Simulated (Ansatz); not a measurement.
**Question.** Monolayer WS2 (1H, P-6m2 in the vacuum cell, 3 atoms) is relaxed with the program Ansatz at the LDA level (PAW). What in-plane lattice and thickness result?

**Answer.** a = 3.125 Å; 3.12 Å between the outermost nuclei.

Band gap: 1.99 eV (direct). Valence-band maximum: at K. Conduction-band minimum: at K. Ionisation potential (Kohn–Sham): 5.95 eV. Electron affinity (Kohn–Sham): 3.96 eV. Electron effective mass, in the valley at K: 0.30 mₑ. Hole effective mass, in the valley at K: 0.41 mₑ.

A layer that has been made, often on a substrate. The cell was relaxed with LDA under the symmetry of its start; its stability against distortions is not shown here. No spin polarisation was allowed. Scalar-relativistic: spin–orbit coupling is off unless named, which matters more the heavier the elements.

Potentials: the later of the program's two PAW sets.
